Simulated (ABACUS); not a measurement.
Input and output of a self-consistent single point for SiNi (Pnma, 8 atoms in the cell; from Materials Project mp-351, changed as shown) (ABACUS).

All values come from this method and carry its errors: PBEsol, PseudoDojo 0.4 standard norm-conserving PBEsol (tails mended) pseudopotentials (plane waves; ABACUS).

The change in words: lattice vector b scaled by 1.01. Reference geometry (Pnma):
```
SiNi
1.0
    5.01506     0.00000     0.00000
    0.00000     3.23960     0.00000
    0.00000     0.00000     5.43276
Si Ni
4 4
Direct
  0.82109   0.75000   0.58232
  0.17891   0.25000   0.41768
  0.67891   0.25000   0.08232
  0.32109   0.75000   0.91768
  0.50795   0.25000   0.68852
  0.49205   0.75000   0.31148
  0.99205   0.75000   0.18852
  0.00795   0.25000   0.81148
```

Reference input (self-consistent single point, DFT, PBEsol, plane waves, PseudoDojo 0.4 standard norm-conserving PBEsol (tails mended) pseudopotentials): KPT = Gamma 3 4 3 0 0 0; basis_type = pw; ecutwfc = 98 Ry; smearing_method = fd; smearing_sigma = 0.00734986 Ry; potentials = PseudoDojo 0.4 standard norm-conserving PBEsol (tails mended); symmetry = 1; symmetry_prec = 1e-05; ks_solver = dav; scf_nmax = 100; scf_thr = 1.0e-09 Ry; mixing_type = broyden. This run's input differs from it in these lines:

```diff
@@ -29,3 +29,3 @@
    5.0150580000    0.0000000000    0.0000000000
-   0.0000000000    3.2395960000    0.0000000000
+   0.0000000000    3.2719920000    0.0000000000
    0.0000000000    0.0000000000    5.4327630000
@@ -38,6 +38,6 @@
 4
-   4.1178139732    2.4296970000    3.1636065502 1 1 1
-   0.8972440268    0.8098990000    2.2691564498 1 1 1
-   3.4047730268    0.8098990000    0.4472250502 1 1 1
-   1.6102849732    2.4296970000    4.9855379498 1 1 1
+   4.1178139732    2.4539940000    3.1636065502 1 1 1
+   0.8972440268    0.8179980000    2.2691564498 1 1 1
+   3.4047730268    0.8179980000    0.4472250502 1 1 1
+   1.6102849732    2.4539940000    4.9855379498 1 1 1
 
@@ -46,6 +46,6 @@
 4
-   2.5473987111    0.8098990000    3.7405659808 1 1 1
-   2.4676592889    2.4296970000    1.6921970192 1 1 1
-   4.9751882889    2.4296970000    1.0241844808 1 1 1
-   0.0398697111    0.8098990000    4.4085785192 1 1 1
+   2.5473987111    0.8179980000    3.7405659808 1 1 1
+   2.4676592889    2.4539940000    1.6921970192 1 1 1
+   4.9751882889    2.4539940000    1.0241844808 1 1 1
+   0.0398697111    0.8179980000    4.4085785192 1 1 1
 # file: KPT
```

Output (repeated stretches shortened):

```
 SELF-CONSISTENT
 -------------------------------------------
                                 init_chg = atomic

 PW ALGORITHM --------------- ION=   1  ELEC=   1--------------------------------

 Notice: Threshold on eigenvalues was too large.

 Density error is 0.476644876345
                          Error Threshold = 0.000540319880523
 E_KohnSham     -1375.1664524101     -18710.0994512230
 E_Fermi        1.1752324373         15.9898576221

 PW ALGORITHM --------------- ION=   1  ELEC=   2--------------------------------

 Density error is 2.60431451259
                          Error Threshold = 0.000541641904937
   [... lines left out ...]

 Density error is 4.4632681997e-09
                          Error Threshold = 9.23550005967e-11
 E_KohnSham     -1375.3864652888     -18713.0928800075
 E_Fermi        1.2031333922         16.3694695885

 PW ALGORITHM --------------- ION=   1  ELEC=   9--------------------------------

 Density error is 4.19879949458e-10
                          Error Threshold = 5.07189568148e-12
 E_KohnSham     -1375.3864652898     -18713.0928800209
 E_KS(sigma->0) -1375.3829861087     -18713.0455433332
 E_entropy(-TS) -0.0069583623        -0.0946733754
 E_Fermi        1.2031368753         16.3695169780
 charge density convergence is achieved
 final etot is -18713.09288 eV
 EFERMI = 16.369516978 eV

 STATE ENERGY(eV) AND OCCUPATIONS    NSPIN == 1
   [... 51 lines left out ...]

 TOTAL-FORCE (eV/Angstrom)
                       Si1         0.0755676812         0.0000000000         0.2815267674
                       Si2        -0.0755676812         0.0000000000        -0.2815267674
                       Si3        -0.0755676812         0.0000000000         0.2815267674
                       Si4         0.0755676812         0.0000000000        -0.2815267674
                       Ni1         0.1978347535         0.0000000000        -0.1614115332
                       Ni2        -0.1978347535         0.0000000000         0.1614115332
                       Ni3        -0.1978347535         0.0000000000        -0.1614115332
   [... lines left out ...]

 TOTAL-STRESS (KBAR)
       136.1547154693        -0.0000000000         0.0000000000
        -0.0000000000       124.4169632558         0.0000000000
         0.0000000000         0.0000000000       139.2313084346
 TOTAL-PRESSURE: 133.267662 KBAR

 --------------------------------------------
 !FINAL_ETOT_IS -18713.0928800209294423 eV
 --------------------------------------------
```

The run converged in 9 iterations. Against the reference run the free energy goes down by 9.5 meV/atom, the pressure goes from 15.88 to 13.33 GPa and the largest force moves little (0.285 to 0.291 eV/Å).

The run has no spin polarisation, so moments on Ni cannot form. The structure comes from a collection of computed structures, made at another level of theory; the collection holds predicted forms beside known ones. Its lattice was then scaled. No clean gap shows at this smearing width and mesh (spacing up to 0.48 Å⁻¹); the mesh is coarse for partly filled bands, so the values carry mesh errors.

Cost on one core: about 3 core-minutes (a rough figure).

“Tails mended”: in these copies of the files the far tail of each local potential was reset to the Coulomb form.
